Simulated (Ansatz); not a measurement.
In r²SCAN (plane waves, PAW; program Ansatz), Cd15O16Sc in the cubic phase (Im-3m; Pearson symbol cI64) relaxes to a = 9.413 Å. Cd on 6b has 6 nearest neighbours from 2.35 Å (octahedral); Cd on 24h has 6 nearest neighbours from 2.35 Å (octahedral); O on 12d has 6 nearest neighbours from 2.35 Å (octahedral). Its formation energy from the elements is -136 kJ/mol of atoms, with no fitted shifts.

Electronic character: metallic (no gap).

Bader charges are Cd +1.21 to +1.22, O -1.31 to -1.25, Sc +2.10 e.

The start of the workflow was typed in or built on a structure type; neither database checked (COD, Materials Project) lists it. Its standing as an ambient phase is unchecked. Symmetry was held in the r²SCAN relaxation; whether a distortion lowers the energy is not shown. No spin polarisation was allowed. With an odd number of electrons in the cell and no spin polarisation, the count alone makes it a metal. The references are the lowest solids computed at this level, not always the standard phases (solids in place of the gases). Spin–orbit coupling is left out wherever it is not named.

Potentials: the later of the program's two PAW sets.
